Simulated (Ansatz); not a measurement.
# Zone-centre phonons of Cu$_{3}$Sn at 5 GPa: input and output

Theory: Ansatz, DFT LDA, scalar-relativistic, plane waves, PAW.

Launched with:
```bash
ansatz run input.yaml --threads 1 --pin off --max-ram 3072MiB --backend cpu --events-out ev --progress --plain --runs-dir out
```

Input (bare energies are in eV):
```yaml
crystal:
  lattice:
    - [0.0, 2.9595778643, 2.9595778643]
    - [2.9595778643, 0.0, 2.9595778643]
    - [2.9595778643, 2.9595778643, 0.0]
  atoms:
    - { symbol: Cu, position: [0.5, 0.5, 0.5] }
    - { symbol: Cu, position: [0.75, 0.75, 0.75] }
    - { symbol: Cu, position: [0.25, 0.25, 0.25] }
    - { symbol: Sn, position: [0.0, 0.0, 0.0] }
basis:
  ecutwfc: 420
kpoints:
  mp_grid: { grid: [12, 12, 12] }
hamiltonian:
  xc: lda
scf:
  occupations: { method: fermi_dirac, width: 0.15 }
output:
  eigenvalues: true
phonons:
  method: dfpt
  eigenvectors: true
```

Results section of the output:
```
--- Phonons (Γ-DFPT): 3 representative perturbations + reference, on 163 of 1728 k-points (Σ response iterations 11) ---
  k mesh reduced under 8 symmetry operations, with k and −k counted as one. Each operation leaves every solved displacement unchanged or reverses it
  ASR residual: 3.384e-4 → 0.000e0 eV/Å²; symmetrization residual: 3.878e-6 eV/Å²
  ASR residual per site (eV/Å²): 3.09e-4 3.38e-4 3.38e-4 1.12e-4
  Γ frequencies (cm⁻¹): 0.00 0.00 0.00 142.28 142.28 142.28 149.47 149.47 149.47 208.78 208.78 208.78
  non-analytic LO–TO correction: not included (Born effective charges unavailable; polar crystals: no LO–TO splitting at Γ)
```

It took 3.3 min on 1 thread of Arm Neoverse V1, on a shared host, peak memory 1.4 GiB.

In a metal, frequencies and elastic constants depend on the k mesh and the smearing, soft modes and shear constants most. Other phases may be more stable at this pressure.